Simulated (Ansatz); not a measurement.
# Hf₂Ga: do energies and stresses tell the same story?

Computed with DFT PBEsol, scalar-relativistic, plane waves, PAW (Ansatz 0.2.0).

Settings: cutoff 420 eV, Γ-centred mesh 8×8×8 on the computed 6-atom cell, Gaussian smearing of 0.10 eV; no spin polarisation.

Relaxed cell: I4/mcm, a = 6.612 Å, b = 6.612 Å, c = 5.246 Å, α = 90.00°, β = 90.00°, γ = 90.00°, 6 atoms in the primitive cell. Whether it is the stable form of this composition wasn't checked.

Energies at zero smearing and pressures from the stress tensor, at volumes with shape and atoms relaxed:
```
V (Å³/atom) E − E(first) (meV/atom) P (GPa)
     17.964                     0.00     8.80
     18.537                   -22.74     4.09
     19.111                   -29.78     0.00
     19.684                   -23.18    -3.54
     20.257                    -4.80    -6.59
```

Q: Check P = −dE/dV between neighbouring volumes, and get the bulk modulus from the pressures alone.

A: With 1 eV/Å³ = 160.2 GPa:
```tsv
middle V (Å³/atom)	−ΔE/ΔV (GPa)	mean P (GPa)
18.251	6.354	6.445
18.824	1.968	2.042
19.397	-1.845	-1.770
19.971	-5.135	-5.064
```

The two differ by 0.09 GPa at most. The mean of two end pressures misses the average over a step by about ΔV² P″/12, up to 0.06 GPa here; with that taken off 0.04 GPa remains. The stress is the derivative of the free energy, not of the energy at zero smearing, and with free energies 0.01 GPa remains. Around V = 19.111 Å³/atom, the two neighbours give B = −V ΔP/ΔV = 19.111 × 7.63 / 1.147 = 127.1 GPa, against B0 = 126.7 GPa from the Birch–Murnaghan fit of the energies.

Spin–orbit coupling is left out, which can shift energies with elements as heavy as these.